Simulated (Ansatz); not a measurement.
**WGe₂: strain energy, fitted**

WGe₂, I4/mmm, a = 3.323 Å, c = 8.181 Å. The structure is a COD entry; whether it is the stable form wasn't checked. Ansatz: r2SCAN, PAW, 500 eV, Γ-centred 10×10×6 mesh on 6 atoms, Gaussian smearing 0.10 eV; no spin polarisation. Series: uniaxial strain along a, with b, c and atoms relaxed; x is the strain in per cent. y is the free energy over the unstrained cell, V0 = 15.057 Å³/atom.

| x (%) | y (meV/atom) |
| --- | --- |
| -2.0 | ? |
| -1.0 | 1.33 |
| 0.0 | 0.00 |
| 1.0 | 1.28 |
| 2.0 | 5.20 |

Q: Fit y = c2 x² + c3 x³ to the other rows, turn c2 into a modulus, and predict the missing energy.

A: Least squares on the rows shown. y = 1.314 x² − 0.007439 x³. In eV per unit strain² c2 is 13.14; this is Young's modulus along the axis (E = ½ Y V0 ε²): 2 × 13.14 × 160.2 / (15.057) = 280 GPa. At x = -2.0 the fit asked for gives 5.32 meV/atom. The run gave 5.52 meV/atom, so the fit is 0.20 meV/atom too low, 3.6 % of the span of the series, against an rms of 0.02 meV/atom on the fitted rows. The row lies outside the fitted range. With a term in x⁴ added, a fit to the same known rows (none to spare) predicts 5.60 meV/atom, so most of the miss is curvature that the known rows already hold.

Spin–orbit coupling is left out, which can shift energies with elements as heavy as these.

Cost: 5 runs of about 29 core-minutes in all, on Arm Neoverse V1 (shared hosts).